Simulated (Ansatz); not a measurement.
Relaxed-ion elastic tensor of ZnInGaO₄ in space group R3m (No. 160; Pearson symbol hR7) in GPa (Voigt order), r²SCAN in the plane-wave PAW code Ansatz; density 6.39 g/cm³, 11.64 Å³ per atom.

|  | 1 | 2 | 3 | 4 | 5 | 6 |
|---|---|---|---|---|---|---|
| 1 | 267 | 148 | 131 | -8.7 | 0.0 | 0.0 |
| 2 | 148 | 267 | 131 | 8.7 | 0.0 | 0.0 |
| 3 | 131 | 131 | 274 | 0.0 | 0.0 | 0.0 |
| 4 | -8.7 | 8.7 | 0.0 | 64.8 | 0.0 | 0.0 |
| 5 | 0.0 | 0.0 | 0.0 | 0.0 | 64.8 | -8.7 |
| 6 | 0.0 | 0.0 | 0.0 | 0.0 | -8.7 | 59.4 |

Question: Is the crystal mechanically stable?

Answer: Yes: the smallest eigenvalue of C is 53.0 GPa.

Question: Work out the Voigt, Reuss and Hill averages.

Answer: K_V = 181, K_R = 181, K_H = 181; G_V = 64.3, G_R = 62.9, G_H = 63.6 GPa.

Question: Give Young's modulus, Poisson's ratio, Pugh's ratio and the universal anisotropy index.

Answer: E = 9KG/(3K + G) = 171 GPa; ν = 0.34; K/G = 2.84 (ductile by the Pugh limit of 1.75); A_U = 5G_V/G_R + K_V/K_R − 6 = 0.11.

Question: Estimate the sound speeds and the Debye temperature.

Answer: v_l = √((K + 4G/3)/ρ) = 6440 m/s, v_t = √(G/ρ) = 3150 m/s, mean 3540 m/s; Θ = (h/k)(3n/4πV)^(1/3) v_m = 465 K.

Question: Solve the Christoffel equation for the three sound speeds along x, y, z.

Answer: Eigenvalues of C_ijkl n_j n_l equal ρv² (piezoelectric stiffening left out). In km/s, slowest first: x 2.88, 3.34, 6.46; y 3.05, 3.17, 6.46; z 3.18, 3.18, 6.54.

Question: How much does each axis shrink under pressure?

Answer: Linear compressibilities β_i = Σ_j S_ij (j = 1 to 3): x 1.8, y 1.8, z 1.9 per TPa.

The cell was relaxed with r²SCAN under the symmetry of its start.

Potentials: the later of the program's two PAW sets.
